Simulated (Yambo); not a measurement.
```
PdCl2
1.0
    5.46083     0.00000    -0.00202
    0.00000     3.94423     0.00000
   -1.89449     0.00000     6.17569
Cl Pd
4 2
Direct
  0.25683   0.25567   0.31615
  0.74317   0.74433   0.68385
  0.74317   0.75567   0.18385
  0.25683   0.24433   0.81615
  0.00000   0.00000   0.50000
  0.00000   0.50000   0.00000
```

PdCl2 (space group P2_1/c, No. 14): mean Im ε in 1 eV windows above the direct gap of 2.22 eV, for different electron-hole kernels (Yambo, broadening 0.15 eV, PBEsol (pw.x of Quantum ESPRESSO, ONCV potentials, without SOC) bands; 4×6×4 mesh, 20 valence and 4 conduction bands, static screening with 83 bands and a 3 Ry block, scissor 1.28 eV, Tamm-Dancoff; field along x).

| window (eV) | independent quasiparticles | RPA (no attraction) | BSE |
|---|---|---|---|
| 2.2 to 3.2 | 2.6 | 2.2 | 3.5 |
| 3.2 to 4.2 | 2.9 | 2.0 | 1.9 |
| 4.2 to 5.2 | 3.0 | 1.5 | 1.3 |
| 5.2 to 6.2 | 3.7 | 1.2 | 1.4 |
| 6.2 to 7.2 | 4.6 | 1.5 | 2.3 |

This run doesn't resolve bound excitons or single peaks, so only averages are given, and they too depend on the mesh; weight that the attraction moves below the gap isn't listed. All transitions below 7.64 eV are in the band window. The scissor comes from a G0W0 run whose convergence isn't established.

Spin-orbit splittings are left out.

Geometry relaxed with PBE+D3(BJ).

The structure is a Materials Project entry; no match was found in the copy of COD used, and its stability was not checked.
